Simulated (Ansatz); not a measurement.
# Formation energy of LaP (PbO-type structure)

Level of theory: DFT, PBEsol, scalar-relativistic, no spin polarisation; plane waves to 420 eV with PAW datasets (Ansatz 0.2.0), Γ-centred 6×6×8 mesh, 0.05 eV Gaussian smearing; PAW files: Ansatz's generated set soft_2.

This is a trial structure; measured cells of the compound in the Crystallography Open Database are in space group Fm-3m (rock salt).

The structure is tetragonal, space group P4/nmm (No. 129). The conventional cell has a = 5.151 Å, b = 5.151 Å, c = 3.600 Å, α = 90.00°, β = 90.00°, γ = 90.00°. La (site symmetry 4mm) has 4 P at 2.89 Å as nearest neighbours. P (site symmetry -4m2) has 4 La at 2.89 Å as nearest neighbours. (Shells end 15 % past the nearest neighbour.)

The elements were computed in their standard states with the same datasets, cutoff and functional. Total energies depend on the potentials used, so only differences within one code and one set of settings carry meaning.

Energy of the relaxed cell (4 atoms, smearing extrapolated to zero): -13807.851 eV. Elements, in eV/atom: La -6161.275, P -740.037.

Task: What is the formation energy?

Result: [-13807.851 − (2 × -6161.275 + 2 × -740.037)] / 4 = -1.31 eV/atom, or -126 kJ per mole of atoms.

The value is for 0 K, without zero-point energy. A negative value shows stability against the elements alone, not against other compounds or structures.

Formal charges La³⁺, P³⁻ balance and leave closed shells on every ion, yet the run finds no gap: the anions' valence bands overlap the cations' empty bands by 0.4 eV on the mesh. A better functional would shrink the overlap, but with one this large it would likely leave a semimetal or metal.

For elements this heavy, spin–orbit coupling would shift levels and gaps; it isn't included here.
